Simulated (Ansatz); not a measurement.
WO₃:
Space group Pm-3m (No. 221); a = b = c = 3.776 Å, α = β = γ = 90.00°

| atom | site | symmetry | x | y | z |
|---|---|---|---|---|---|
| W | 1a | m-3m | 0.0000 | 0.0000 | 0.0000 |
| O | 3d | 4/mm.m | 0.0000 | 0.0000 | 0.5000 |

Relaxed with LDA.

Q: Give the optical modes at the zone centre with their infrared and Raman activity from DFPT, LDA in the plane-wave PAW code Ansatz.

A: Transverse frequencies, without the LO–TO term; a row sums one degenerate level.

| ω (cm⁻¹) | degeneracy | IR ((D/Å)²/amu) | Raman (Å⁴/amu) | activity | symmetry |
|---|---|---|---|---|---|
| 275i | 3 | 327.32 | 0 | IR | T1u |
| 211 | 3 | 0.00 | 0 | silent | T2u |
| 592 | 3 | 169.69 | 0 | IR | T1u |

Q: How high does the top mode go among those that the LO–TO term moves?

A: 919 cm⁻¹ for q along x.

The first step of the workflow began from a Materials Project structure, measured or hypothetical; the Crystallography Open Database copy checked does not list it. COD files the formula under space group No. 2, 14, 62, 129, 130, 191, so this cell is another polymorph or a model. Its standing as an ambient phase is unchecked. Symmetry was held in the LDA relaxation. At this level the phase is dynamically unstable (imaginary phonons). The run is not spin-polarised. No Hubbard U is applied. Scalar-relativistic: spin–orbit coupling is off unless named, which matters more the heavier the elements.

Potentials: the later of the program's two PAW sets.
